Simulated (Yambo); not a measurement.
Yambo run on AlN (wurtzite, space group P6_3mc, No. 186) under isotropic strain of -3 % on all lattice vectors. The wavefunctions come from this Quantum ESPRESSO step (PBEsol, PseudoDojo standard norm-conserving files, scalar-relativistic):

```
&CONTROL
  calculation = 'nscf'
  pseudo_dir = './pseudo'
  outdir = './out'
/
&SYSTEM
  ibrav = 0
  nat = 4
  ntyp = 2
  ecutwfc = 84.0
  ecutrho = 336.0
  occupations = 'fixed'
  force_symmorphic = .true.
  nbnd = 79
/
&ELECTRONS
  conv_thr = 4e-09
  diago_full_acc = .true.
  diago_thr_init = 1e-08
/
ATOMIC_SPECIES
N 14.0070 N.upf
Al 26.9815 Al.upf
CELL_PARAMETERS angstrom
  3.019731219463   0.000000000000   0.000000000000
 -1.509865609732   2.615163948656   0.000000000000
  0.000000000000   0.000000000000   4.833325260056
ATOMIC_POSITIONS crystal
N   0.666666667000   0.333333333000   0.881229605500
N   0.333333333667   0.666666666333   0.381229605500
Al   0.666666667000   0.333333333000   0.498770394500
Al   0.333333333667   0.666666666333   0.998770394500
K_POINTS automatic
6 6 4 0 0 0
```

Yambo input:

```
rim_cut
gw0
dyson
el_el_corr
HF_and_locXC
ppa
em1d
RandQpts= 1000000
RandGvec= 1 Ry
EXXRLvcs= 84 Ry
VXCRLvcs= 336 Ry
Chimod= "HARTREE"
% BndsRnXp
 1 | 78 |
%
NGsBlkXp= 8 Ry
% LongDrXp
 1.0 | 1.0 | 1.0 |
%
PPAPntXp= 27.2114 eV
% GbndRnge
 1 | 78 |
%
GTermKind= "BG"
DysSolver= "n"
ExtendOut
% QPkrange
 1 | 1 | 8 | 9 |
 3 | 3 | 8 | 9 |
 21 | 21 | 8 | 9 |
%
```

k points by index: 1 = Γ, 3 = A, 21 = H.

The o-*.qp file then holds:

```
#    K-point    Band    Eo [eV]    E [eV]    E-Eo [eV]    Vxc [eV]    Vnlxc [eV]    Sc|Eo [eV]    Sc|E [eV]    dSc/dw|Eo [eV]    Re(Z)    Im(Z)
#
    1    8    0.000000    -0.872864    -0.872864    -17.14894    -21.27263    3.035122    3.250822    -6.723694    0.801864    -0.001096
    1    9    4.916375    5.648037    0.731662    -12.97311    -8.216170    -3.872116    -4.025280    -5.695718    0.826914    -0.973588E-3
    3    8    -0.604750    -1.553097    -0.948348    -16.80689    -21.20170    3.210166    3.446464    -6.779504    0.800548    -0.001125
    3    9    7.155123    8.065095    0.909972    -13.16163    -7.803924    -4.250444    -4.447734    -5.899040    0.821836    -0.001013
    21    8    -0.828140    -1.828763    -1.000623    -16.58392    -21.03256    3.198044    3.448023    -6.797359    0.800127    -0.001127
    21    9    7.583284    8.558018    0.974735    -11.96712    -6.439677    -4.343679    -4.552708    -5.834764    0.823434    -0.001073
```
(The two width columns are left out.) Convergence of these settings isn't established.

Geometry strained from the cell relaxed with PBEsol, atoms relaxed again.
